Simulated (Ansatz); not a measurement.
Cr$_{3}$Ru in space group Cmmm (No. 65; Cr on 4l, Cr on 2d, Ru on 2a) at seven volumes, LDA (plane waves, PAW; program Ansatz), shape and atoms relaxed at each. One row is withheld.

```csv
V (Å³/atom),P (GPa)
10.560,?
10.908,21.77
11.256,10.01
11.605,0.00
11.953,-8.52
12.301,-15.76
12.649,-21.91
```

Q: Fit the shown pressures and predict the withheld one.

A: Third-order Birch–Murnaghan: P = (3/2)B₀(x^(7/2) − x^(5/2))[1 + (3/4)(B′ − 4)(x − 1)] with x = (V₀/V)^(2/3). Least squares on the six rows gives V₀ = 11.605 Å³/atom, B₀ = 307.0 GPa, B′ = 4.38. At V = 10.560, x = 1.0649 and P = 35.64 GPa. The run itself gave 35.59 GPa.

The first step of the workflow began from a Materials Project structure, measured or hypothetical; the Crystallography Open Database copy checked does not list it. With Cr and Ru taken as one species the cell has the higher symmetry Im-3m, so it may be an ordered model of a mixed-site phase. Its standing as an ambient phase is unchecked. The LDA relaxation kept the symmetry of its start. At this level the phase is dynamically unstable (imaginary phonons). No spin polarisation was allowed. Its formation energy is positive at this level, so the cell may be metastable or incomplete.

Potentials: the later of the program's two PAW sets.
